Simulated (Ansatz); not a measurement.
AlGaAs$_{2}$:
```cif
data_AlAs2Ga
_chemical_formula_sum 'Ga1 As2 Al1'
_space_group_name_H-M_alt 'P-4m2'
_space_group_IT_number 115
_space_group_name_Hall 'P -4 -2'
_cell_length_a 4.01068
_cell_length_b 4.01068
_cell_length_c 5.65952
_cell_angle_alpha 90.000
_cell_angle_beta 90.000
_cell_angle_gamma 90.000
loop_
_atom_site_label
_atom_site_type_symbol
_atom_site_symmetry_multiplicity
_atom_site_Wyckoff_symbol
_atom_site_fract_x
_atom_site_fract_y
_atom_site_fract_z
_atom_site_occupancy
Ga1 Ga 1 a 0.00000 0.00000 0.00000 1
As1 As 2 g 0.50000 0.00000 0.25021 1
Al1 Al 1 c 0.50000 0.50000 0.50000 1
```

Relaxed with PBEsol.

Problem. Which orbitals make up the states near the band edges in DFT-PBEsol in the program Ansatz with PAW potentials?

Solution. Top 1 eV of the valence band: As 4p 77 %, Ga 4p 11 %, Al 3p 9 %. Bottom 1 eV of the conduction band: Ga 4p 19 %, Al 3p 19 %, Ga 4s 18 %, As 4p 18 %, As 4s 15 %, outside the projected shells 9 %. Projections are on Löwdin-orthogonalised atomic valence shells; empty p or d shells of many metals are not among them.

Problem. Tabulate the density of states.

Solution. States/eV per cell of 4 atoms, in 0.25 eV bins, energy from the valence-band maximum.

```csv
E (eV),total,As 4p,Ga 4p,Al 3p
-7.85,0.00,0.00,0.00,0.00
-7.60,0.00,0.00,0.00,0.00
-7.35,0.00,0.00,0.00,0.00
-7.10,0.00,0.00,0.00,0.00
-6.85,0.00,0.00,0.00,0.00
-6.60,0.05,0.02,0.00,0.00
-6.35,0.80,0.35,0.01,0.03
-6.10,2.07,0.91,0.07,0.11
-5.85,3.18,1.44,0.10,0.11
-5.60,1.27,0.60,0.07,0.06
-5.35,1.73,0.91,0.09,0.06
-5.10,1.47,0.77,0.08,0.06
-4.85,1.16,0.60,0.06,0.05
-4.60,0.89,0.46,0.05,0.04
-4.35,0.65,0.34,0.04,0.03
-4.10,0.53,0.29,0.04,0.03
-3.85,0.49,0.27,0.05,0.03
-3.60,1.35,0.78,0.25,0.18
-3.35,2.66,1.57,0.44,0.40
-3.10,2.32,1.37,0.36,0.35
-2.85,2.03,1.21,0.32,0.31
-2.60,2.99,1.82,0.50,0.45
-2.35,3.06,1.92,0.48,0.47
-2.10,3.32,2.14,0.50,0.50
-1.85,3.24,2.15,0.47,0.46
-1.60,2.85,1.95,0.40,0.39
-1.35,2.96,2.09,0.39,0.38
-1.10,2.76,2.01,0.35,0.32
-0.85,2.01,1.51,0.24,0.20
-0.60,1.22,0.95,0.13,0.11
-0.35,0.73,0.59,0.07,0.05
-0.10,0.22,0.19,0.02,0.01
0.15,0.00,0.00,0.00,0.00
0.40,0.00,0.00,0.00,0.00
0.65,0.00,0.00,0.00,0.00
0.90,0.00,0.00,0.00,0.00
1.15,0.01,0.00,0.00,0.00
1.40,0.17,0.03,0.03,0.03
1.65,0.64,0.11,0.13,0.13
1.90,1.27,0.24,0.24,0.23
2.15,1.85,0.40,0.32,0.33
2.40,2.63,0.61,0.41,0.47
2.65,3.09,0.72,0.44,0.59
2.90,2.75,0.61,0.37,0.54
3.15,2.42,0.52,0.36,0.48
3.40,2.27,0.52,0.40,0.40
3.65,1.60,0.36,0.32,0.29
3.90,1.72,0.38,0.38,0.35
4.15,2.70,0.54,0.70,0.60
4.40,3.66,0.73,0.99,0.88
4.65,3.47,0.72,0.86,0.86
4.90,2.65,0.57,0.68,0.63
5.15,2.65,0.58,0.69,0.61
5.40,2.74,0.58,0.67,0.69
5.65,3.28,0.70,0.67,0.75
5.90,2.86,0.64,0.51,0.64
```

The start of the workflow was typed in or built on a structure type; neither database checked (COD, Materials Project) lists it. Whether it is the stable phase at ambient conditions was not checked. Symmetry was held in the PBEsol relaxation; whether a distortion lowers the energy is not shown. Spin–orbit coupling is left out wherever it is not named.

Potentials: the later of the program's two PAW sets.
